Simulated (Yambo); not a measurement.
Yambo run on CdCl2 (space group R-3m, No. 166). The wavefunctions are PBEsol (Quantum ESPRESSO, PseudoDojo norm-conserving, 102 Ry, scalar-relativistic) ones on a 4×4×4 mesh (17 occupied bands); a = 6.265 Å, b = 6.265 Å, c = 6.265 Å, α = 35.85°, β = 35.85°, γ = 35.85°.

Yambo input:

```
rim_cut
gw0
dyson
el_el_corr
HF_and_locXC
ppa
em1d
RandQpts= 1000000
RandGvec= 1 Ry
EXXRLvcs= 102 Ry
VXCRLvcs= 408 Ry
Chimod= "HARTREE"
% BndsRnXp
 5 | 146 |
%
NGsBlkXp= 3 Ry
% LongDrXp
 1.0 | 1.0 | 1.0 |
%
PPAPntXp= 27.2114 eV
% GbndRnge
 1 | 146 |
%
GTermKind= "BG"
DysSolver= "n"
ExtendOut
% QPkrange
 1 | 1 | 17 | 18 |
 7 | 7 | 17 | 17 |
%
```

k points by index: 1 = Γ, 7 = F.

Resulting energies as the program prints them:

```
#    K-point    Band    Eo [eV]    E [eV]    E-Eo [eV]    Vxc [eV]    Vnlxc [eV]    Sc|Eo [eV]    Sc|E [eV]    dSc/dw|Eo [eV]    Re(Z)    Im(Z)
#
    1    17    -0.210835    -1.425455    -1.214621    -16.01739    -20.39374    2.878734    3.161733    -6.339400    0.811048    -0.001374
    1    18    3.313005    4.135915    0.822911    -11.62760    -7.415269    -3.239608    -3.389421    -4.953409    0.845998    -0.975104E-3
    7    17    0.000000    -1.188808    -1.188808    -15.73610    -20.13447    2.932499    3.209566    -6.341251    0.811003    -0.001392
```
(The two width columns are left out.) Convergence of these settings isn't established.

Spin-orbit coupling is not included.

Geometry relaxed with PBE+D3(BJ).
